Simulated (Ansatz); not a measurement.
## Ti: from a starting cell to a relaxed one

The start is a generated cell, Ti built in the AFLOW prototype A_oC4_63_c (A20). A full variable-cell relaxation at zero pressure is run with PBEsol (plane waves to 420 eV, PAW, scalar-relativistic; Ansatz, a first-principles code). The first steps use a coarse 13×13×7 k-mesh.

Input geometry:
```
CELL_PARAMETERS angstrom
      1.35127    -2.78809     0.00000
      1.35127     2.78809     0.00000
      0.00000     0.00000     4.68564
ATOMIC_POSITIONS crystal
  Ti 0.89772 0.10228 0.25000
  Ti 0.10228 0.89772 0.75000
```

Problem. How large is the pressure on the unrelaxed cell, and of which sign?

Solution. -7.3 GPa (negative: the cell is under tension).

Problem. Which atoms feel the largest initial force, and how large is it?

Solution. 0.74 eV/Å, on Ti1, Ti2 (atoms numbered as listed).

Problem. What symmetry does the relaxed structure have?

Solution. The space group goes from Cmcm (No. 63) to P6₃/mmc (No. 194); the end is hcp (Mg type), with 2 atoms in the primitive cell.

Problem. By how much does the energy per atom fall from start to end?

Solution. 0.18 eV/atom.

Problem. How does the volume change?

Solution. -5.3 %, from 17.65 to 16.72 Å³/atom.

Problem. How do the shortest distances between atoms change?

Solution. The closest pairs of elements (up to four, under 3.6 Å), start → end: Ti–Ti 2.61 → 2.84 Å.

Problem. Write out the relaxed structure.

Solution. 
Space group P6₃/mmc (No. 194); a = b = 2.9005 Å, c = 4.5903 Å, α = β = 90.00°, γ = 120.00°

```tsv
atom	site	symmetry	x	y	z
Ti	2c	-6m2	0.3333	0.6667	0.2500
```

Final values are on a 18×18×10 k-mesh of the relaxed cell. No spin polarisation in the result.

The run could not lose the symmetry of its start; a randomly shaken copy of 4 atoms returns to this structure.
